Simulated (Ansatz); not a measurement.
MgS:
```
CELL_PARAMETERS angstrom
      3.98462     0.00000     0.00000
     -1.99231     3.45078     0.00000
      0.00000     0.00000     6.36024
ATOMIC_POSITIONS crystal
  Mg 0.66667 0.33333 0.49660
  Mg 0.33333 0.66667 0.99660
  S  0.33333 0.66667 0.37839
  S  0.66667 0.33333 0.87839
```

Relaxed with LDA. Special points in fractions of this cell's reciprocal vectors: Γ (0.000, 0.000, 0.000); M (0.500, 0.000, 0.000); K (0.333, 0.333, 0.000); A (0.000, 0.000, 0.500); L (0.500, 0.000, 0.500); H (0.333, 0.333, 0.500).

Task: List the band energies nearest the valence-band maximum at these points for LDA (plane waves, PAW; program Ansatz).

Result: In eV from the valence-band maximum; about four levels below and three above (degenerate sets whole), none deeper than 8.9 eV; points with the same levels are listed once.

| k | below | above |
|---|---|---|
| Γ | -0.58 -0.58 -0.14 -0.14 0.00 | 3.35 4.56 7.36 7.36 |
| M | -2.00 -1.30 -1.00 -0.47 | 4.52 5.02 5.70 |
| K | -2.41 -2.41 -1.44 -1.43 -1.43 | 4.58 6.88 7.30 7.30 |
| A | -0.37 -0.37 -0.37 -0.37 | 4.83 4.83 7.50 7.50 7.50 7.50 |
| L | -0.93 -0.93 -0.85 -0.85 | 4.45 4.45 6.15 6.15 |
| H | -2.13 -2.13 -0.54 -0.54 | 5.65 5.65 6.21 6.21 |

Space group P6_3mc (wurtzite). The first step of the workflow began from a Materials Project structure, measured or hypothetical; the Crystallography Open Database copy checked does not list it. COD files the formula under space group No. 225, so this cell is another polymorph or a model. Its standing as an ambient phase is unchecked. The cell was relaxed with LDA under the symmetry of its start; phonons on a q-mesh show no instability.

Potentials: the later of the program's two PAW sets.
